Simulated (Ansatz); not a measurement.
Values for one crystal, relaxed and computed with DFT-r²SCAN in the program Ansatz with PAW potentials; other levels are named.

```yaml
volume_per_atom: 27.33 Å³
electronic_character: metallic (no gap)
Density of states at the Fermi level: 0.34 states/eV per atom (mean over ±0.08 eV)
Formation energy from the elements (no fitted shifts): -0.22 eV/atom
```

Which of these materials gives this?
(A) NbP2, C2/m (Nb on 4i, P on 4i, P on 4i)
(B) TlAgTe2, I-4m2 (Ag on 2c, Tl on 2a, Te on 4e)
(C) BiTe, rock salt
(D) AgBi2Se3, C2/m (Se on 2c, Bi on 4i, Se on 4i, Ag on 2b)

D, AgBi2Se3, C2/m (Se on 2c, Bi on 4i, Se on 4i, Ag on 2b)

The start of the workflow was typed in or built on a structure type; neither database checked (COD, Materials Project) lists it. Whether it is the stable phase at ambient conditions was not checked. The r²SCAN relaxation kept the symmetry of its start; whether a distortion lowers the energy is not shown. The run is not spin-polarised. With an odd number of electrons in the cell and no spin polarisation, the count alone makes it a metal. The references are the lowest solids computed at this level, not always the standard phases. Scalar-relativistic: spin–orbit coupling is off unless named, which matters more the heavier the elements.

Potentials: the later of the program's two PAW sets.
